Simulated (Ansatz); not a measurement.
Hf$_{2}$N (anti-rutile, P4_2/mnm), DFT-r²SCAN in the program Ansatz with PAW potentials, all energies at zero smearing, with the estimated change up to a 700 eV cutoff added, with one set of potentials and settings (totals compare only within such a set). Cell of 6 atoms (4 Hf, 2 N): -63709.973 eV.

```
element                reference phase  E (eV/atom)
-------  -----------------------------  -----------
Hf       P6_3/mmc, 2 atoms in the cell  -15733.0631
N            Pa-3, 8 atoms in the cell    -384.8315
```

Formation energy per atom, worked out: (-63709.973 − 4×(-15733.0631) − 2×(-384.8315))/6 = -1.343 eV/atom (-130 kJ per mol of atoms), at 0 K, without zero-point energy or fitted corrections.

The first step of the workflow began from a Materials Project structure, measured or hypothetical; the Crystallography Open Database copy checked does not list it. Its standing as an ambient phase is unchecked. The cell was relaxed with r²SCAN under the symmetry of its start; its stability against distortions is not shown here. No spin polarisation was allowed. The references are the lowest solids computed at this level, not always the standard phases (solids in place of the gases). Spin–orbit coupling is left out wherever it is not named.

Potentials: the later of the program's two PAW sets.
